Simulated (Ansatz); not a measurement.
Te in space group C2/m (No. 12; Te on 4i, Te on 2a) at seven volumes, r²SCAN (plane waves, PAW; program Ansatz), shape and atoms relaxed at each. One row is withheld.

| V (Å³/atom) | P (GPa) |
|---|---|
| 29.788 | 4.93 |
| 30.770 | 2.99 |
| 31.752 | 1.36 |
| 32.734 | 0.00 |
| 33.716 | -1.14 |
| 34.698 | ? |
| 35.680 | -2.72 |

Fit the shown pressures and predict the withheld one.

P = (3/2)B₀(x^(7/2) − x^(5/2))[1 + (3/4)(B′ − 4)(x − 1)] with x = (V₀/V)^(2/3). Least squares on the six rows gives V₀ = 32.735 Å³/atom, B₀ = 40.4 GPa, B′ = 5.55. At V = 34.698, x = 0.9619 and P = -2.00 GPa. The run itself gave -2.02 GPa.

The first step of the workflow began from a Materials Project structure, measured or hypothetical; the Crystallography Open Database copy checked does not list it. It is not the phase usual at ambient conditions (space group No. 152). The cell was relaxed with r²SCAN under the symmetry of its start. At this level the phase is dynamically unstable (imaginary phonons). Spin–orbit coupling is left out wherever it is not named.

Potentials: the later of the program's two PAW sets.
